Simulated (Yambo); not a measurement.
```
Au2S
1.0
    5.27398     0.00000     0.00000
    0.00000     5.27398     0.00000
    0.00000     0.00000     5.27398
S Au
2 4
Direct
  0.00000   0.00000   0.00000
  0.50000   0.50000   0.50000
  0.25000   0.25000   0.75000
  0.25000   0.75000   0.25000
  0.75000   0.75000   0.75000
  0.75000   0.25000   0.25000
```

Au$_{2}$S (space group Pn-3m, No. 224): mean Im ε in 1 eV windows above the direct gap of 2.60 eV, for different electron-hole kernels (Yambo, broadening 0.15 eV, PBEsol (pw.x of Quantum ESPRESSO, ONCV potentials, without SOC) bands; 4×4×4 mesh, 23 valence and 6 conduction bands, static screening with 96 bands and a 3 Ry block, scissor 0.58 eV, Tamm-Dancoff; field along x).

```
window (eV)  independent quasiparticles  RPA (no attraction)  BSE
-----------  --------------------------  -------------------  ---
2.6 to 3.6                          3.8                  3.2  7.6
3.6 to 4.6                          8.2                  7.0   12
4.6 to 5.6                           11                   10  8.9
5.6 to 6.6                          7.3                  8.3  5.0
```

This run doesn't resolve bound excitons or single peaks, so only averages are given, and they too depend on the mesh; weight that the attraction moves below the gap isn't listed. All transitions below 6.77 eV are in the band window. The scissor comes from a G0W0 run whose convergence isn't established.

Spin-orbit coupling is left out, which matters for elements this heavy: edges can move by tenths of an eV.

Geometry of the Materials Project entry, not relaxed at this level.
